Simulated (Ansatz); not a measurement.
Re (hcp, Mg type)

```
CELL_PARAMETERS angstrom
      2.77511     0.00000     0.00000
     -1.38756     2.40332     0.00000
      0.00000     0.00000     4.48300
ATOMIC_POSITIONS crystal
  Re 0.33333 0.66667 0.75000
  Re 0.66667 0.33333 0.25000
```

Scan: atom 2 (Re, nearest neighbour Re at 2.755 Å; its periodic images, 2.8 Å or more away, move with it) is displaced along Cartesian [110], direction (0.707, 0.707, 0.000) in Cartesian axes, by s. The other atoms stay.

These are PBE (plane waves to 420 eV, PAW, scalar-relativistic; Ansatz, an electronic-structure program) values and carry that method's errors. k mesh 15×15×9 (Γ-centred), Fermi-Dirac smearing 0.05 eV. The energy includes the smearing's −TS. With partly filled bands, energies and forces of such displacements shift with the k mesh and the smearing. Re is run without spin polarisation. Re was relaxed with its symmetry unable to fall. Spin-orbit coupling is left out, though Re is heavy. The zero of ΔE is the undisplaced structure.

Successive frames, forces in eV/Å:

```
frame         ΔE (meV/cell)                 F on Re1               F on Re2
------------  -------------  -----------------------  ---------------------
s = -0.168 Å             64  (-0.503, -0.512, 0.000)  (0.503, 0.512, 0.000)
s = -0.112 Å             30  (-0.368, -0.356, 0.000)  (0.368, 0.356, 0.000)
s = -0.056 Å              8  (-0.197, -0.187, 0.000)  (0.197, 0.187, 0.000)
s = 0.000 Å               0    (0.000, 0.000, 0.000)  (0.000, 0.000, 0.000)
```

### Question
What are the energy and the forces in the next frame, s = 0.056 Å?

### Answer
ΔE (meV/cell) = 7.

```json
[
 {"atom": "Re1", "Fx": "0.180", "Fy": "0.189", "Fz": "0.000"},
 {"atom": "Re2", "Fx": "-0.180", "Fy": "-0.189", "Fz": "0.000"}
]
```

(For displaced atoms, the force is minus the slope of the energy, and its curvature is a force constant, which sets phonon frequencies.)
